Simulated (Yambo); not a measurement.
G0W0@PBEsol for SrCl2 (fluorite, space group Fm-3m, No. 225) in Yambo. Reference settings: 4×4×4 Γ-centred k mesh, 152 bands and a 8 Ry block in the screening, 152 bands in G with the Bruneval-Gonze terminator, plasmon pole fitted at 27.2 eV. The PBEsol gap X → Γ on this mesh is 5.26 eV; G0W0 gaps are taken between the same points.

The settings were changed. The gap went from 7.70 eV to 7.63 eV, and the shift of the valence edge from -1.81 eV to -1.57 eV.

**Question.** What was changed between the two runs?
A) 54 bands in W, 54 bands in G, 6 Ry block
B) 32 bands in W, 32 bands in G, 2 Ry block
C) 32 bands in W, 32 bands in G, 3 Ry block
D) 2×2×2 mesh

**Answer.** A, 54 bands in W, 54 bands in G, 6 Ry block. The others gave (gap, valence shift): 2×2×2 mesh: 7.65, -1.73 eV; 32 bands in W, 32 bands in G, 2 Ry block: 7.62, -1.31 eV; 32 bands in W, 32 bands in G, 3 Ry block: 7.63, -1.30 eV.

Geometry relaxed with PBEsol; primitive cell a = b = c = 4.883 Å, α = β = γ = 60.00°.

A shift is the quasiparticle energy of the state minus its PBEsol energy.
